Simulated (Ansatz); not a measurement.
LiGeN:
```cif
data_Ge2Li2N2
_chemical_formula_sum 'Li2 Ge2 N2'
_space_group_name_H-M_alt 'P63mc'
_space_group_IT_number 186
_space_group_name_Hall 'P 6c -2c'
_cell_length_a 3.01574
_cell_length_b 3.01574
_cell_length_c 9.43086
_cell_angle_alpha 90.000
_cell_angle_beta 90.000
_cell_angle_gamma 120.000
loop_
_atom_site_label
_atom_site_type_symbol
_atom_site_symmetry_multiplicity
_atom_site_Wyckoff_symbol
_atom_site_fract_x
_atom_site_fract_y
_atom_site_fract_z
_atom_site_occupancy
Li1 Li 2 b 0.33333 0.66667 0.24163 1
Ge1 Ge 2 a 0.00000 0.00000 0.49860 1
N1 N 2 b 0.66667 0.33333 0.10440 1
```

Relaxed at zero pressure with plane-wave PAW PBE (Ansatz code).

The volume is lowered by 3 % and shape and atoms relax at that volume. What pressure results, and how do the axes share the change?

2.2 GPa; a -0.7 %, b -0.7 %, c -1.7 %; the energy rises by 2 meV/atom.

Give the new structure.


Space group P6₃mc (No. 186); a = b = 2.996 Å, c = 9.270 Å, α = β = 90.00°, γ = 120.00°

| atom | site | symmetry | x | y | z |
|---|---|---|---|---|---|
| Li | 2b | 3m. | 0.3333 | 0.6667 | 0.2432 |
| Ge | 2a | 3m. | 0.0000 | 0.0000 | 0.4970 |
| N | 2b | 3m. | 0.6667 | 0.3333 | 0.1044 |

The phase is kept; no other phase was compared at this pressure.

Space group P6_3mc. The workflow started from a Materials Project entry (that database holds measured and hypothetical structures alike); the Crystallography Open Database copy checked does not list it. Its standing as an ambient phase is unchecked. The cell was relaxed with PBE under the symmetry of its start; whether a distortion lowers the energy is not shown.

Potentials: the later of the program's two PAW sets.
